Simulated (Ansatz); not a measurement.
# What DFT gives for LiTiSb

```
CELL_PARAMETERS angstrom
3.60004 0.00000 0.00000
0.00000 3.60004 0.00000
0.00000 0.00000 7.98704
ATOMIC_POSITIONS crystal
Ti 0.25000 0.25000 0.24875
Ti 0.75000 0.75000 0.75125
Li 0.75000 0.25000 0.00000
Li 0.25000 0.75000 0.00000
Sb 0.25000 0.25000 0.61556
Sb 0.75000 0.75000 0.38444
```

Single point in Ansatz 0.2.0 with r2SCAN, no spin polarisation. Cutoff 500 eV, PAW datasets, 9×9×5 Γ-centred k mesh, fermi-dirac filling (width 0.1 eV).

At the Fermi level: It is a metal, with about 4.9 states/eV a cell as the mean within 0.25 eV of the Fermi level, mostly Ti d (75 %).
Forces: The largest is on Ti2 (and as large on other atoms): 1.38 eV/Å, components (0.00, 0.00, -1.38). It makes 138° with the line to a nearest neighbour, Li3 at 2.68 Å, pointing away from it.
Contacts: Li–Li at 2.55 Å: least valence density 0.09 e/Å³ and ELF 0.14 there. Ti–Li at 2.68 Å: least valence density 0.09 e/Å³ and ELF 0.08 there. Ti–Sb at 2.77 Å: least valence density 0.30 e/Å³ and ELF 0.33 there. Both are smooth PAW fields, read partly inside the augmentation spheres.
Stress: The pressure is 11.4 GPa (compression positive), so with the atoms held at these fractions the cell would first expand; the forces are large, so a full relaxation may end otherwise. The principal stresses 9.7, 12.3, 12.3 GPa differ, so its shape would change too.

Origin: a known structure type with other elements, at an estimated volume, so it need not be a known compound.
